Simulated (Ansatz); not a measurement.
Steps from a short run of molecular dynamics on a 2×2×2 supercell (16 atoms) of MgS (rocksalt), relaxed with r2SCAN; forces from r2SCAN in Ansatz, 2×2×2 mesh, Fermi-Dirac smearing of 0.020 eV, a Nosé-Hoover thermostat at fixed volume, set at 200 K. Classical nuclei, no spin polarisation; a few dozen steps show the first response, not equilibrium.

Cell vectors in Å:
```
0.0000 5.2030 5.2030
5.2030 0.0000 5.2030
5.2030 5.2030 0.0000
```

Problem. At 4 fs the positions in Å are
```
Mg   0.003  -0.006   0.008
S    2.587   2.606   2.596
Mg   2.601   2.593   0.016
S    5.192   5.213   2.595
Mg   2.593   0.003   2.602
S    5.217   2.593   5.208
Mg   5.194   2.587   2.604
S    7.798   5.207   5.203
Mg   0.018   2.582   2.604
S    2.608   5.196   5.197
Mg   2.590   5.213   2.608
S    5.211   7.808   5.196
Mg   2.596   2.606   5.202
S    5.205   5.197   7.791
Mg   5.200   5.218   5.224
S    7.820   7.817   7.797
```
What are the forces, and how far does the free energy (smearing included) lie above that of step 0, with the atoms on their sites?

Solution. 0.9 meV an atom; forces in eV/Å:
```
Mg  -0.049   0.044  -0.034
S    0.148  -0.038   0.044
Mg  -0.005   0.067  -0.126
S    0.037  -0.142   0.067
Mg   0.005  -0.050   0.031
S   -0.071   0.032  -0.104
Mg   0.082   0.073   0.030
S    0.039  -0.010  -0.022
Mg  -0.127   0.065  -0.043
S   -0.022   0.048   0.028
Mg   0.047   0.035  -0.060
S   -0.071   0.008   0.083
Mg   0.085  -0.051   0.042
S   -0.036   0.061   0.113
Mg   0.041  -0.100  -0.113
S   -0.103  -0.041   0.065
```

Problem. At 8 fs the positions in Å are
```
Mg   0.005  -0.012   0.016
S    2.573   2.611   2.590
Mg   2.601   2.585   0.031
S    5.181   5.222   2.588
Mg   2.584   0.006   2.603
S    5.231   2.584   5.213
Mg   5.185   2.573   2.607
S    7.792   5.210   5.203
Mg   0.035   2.563   2.606
S    2.614   5.189   5.191
Mg   2.579   5.222   2.614
S    5.219   7.811   5.189
Mg   2.591   2.611   5.201
S    5.207   5.191   7.779
Mg   5.197   5.232   5.243
S    7.834   7.830   7.789
```
What are the forces, and how far does the free energy (smearing included) lie above that of step 0, with the atoms on their sites?

Solution. 3.3 meV an atom; forces in eV/Å:
```
Mg  -0.092   0.085  -0.065
S    0.299  -0.073   0.091
Mg  -0.005   0.128  -0.245
S    0.073  -0.280   0.127
Mg   0.009  -0.095   0.060
S   -0.138   0.058  -0.200
Mg   0.153   0.139   0.056
S    0.076  -0.017  -0.043
Mg  -0.256   0.135  -0.083
S   -0.043   0.096   0.057
Mg   0.093   0.065  -0.117
S   -0.141   0.015   0.160
Mg   0.161  -0.100   0.079
S   -0.072   0.119   0.229
Mg   0.079  -0.190  -0.228
S   -0.196  -0.084   0.123
```

Problem. At 16 fs the positions in Å are
```
Mg   0.008  -0.021   0.029
S    2.551   2.619   2.581
Mg   2.600   2.572   0.056
S    5.161   5.236   2.578
Mg   2.567   0.009   2.605
S    5.255   2.567   5.218
Mg   5.171   2.548   2.614
S    7.780   5.217   5.203
Mg   0.064   2.528   2.609
S    2.625   5.176   5.179
Mg   2.558   5.243   2.623
S    5.233   7.818   5.177
Mg   2.585   2.618   5.201
S    5.209   5.180   7.758
Mg   5.194   5.255   5.278
S    7.860   7.854   7.776
```
What are the forces, and how far does the free energy (smearing included) lie above that of step 0, with the atoms on their sites?

Solution. 10.9 meV an atom; forces in eV/Å:
```
Mg  -0.151   0.147  -0.121
S    0.572  -0.130   0.181
Mg   0.010   0.218  -0.434
S    0.138  -0.518   0.222
Mg   0.022  -0.149   0.094
S   -0.255   0.096  -0.349
Mg   0.250   0.245   0.088
S    0.134  -0.028  -0.072
Mg  -0.485   0.279  -0.139
S   -0.081   0.185   0.110
Mg   0.172   0.094  -0.206
S   -0.260   0.017   0.283
Mg   0.274  -0.173   0.125
S   -0.130   0.210   0.451
Mg   0.133  -0.321  -0.444
S   -0.341  -0.173   0.212
```
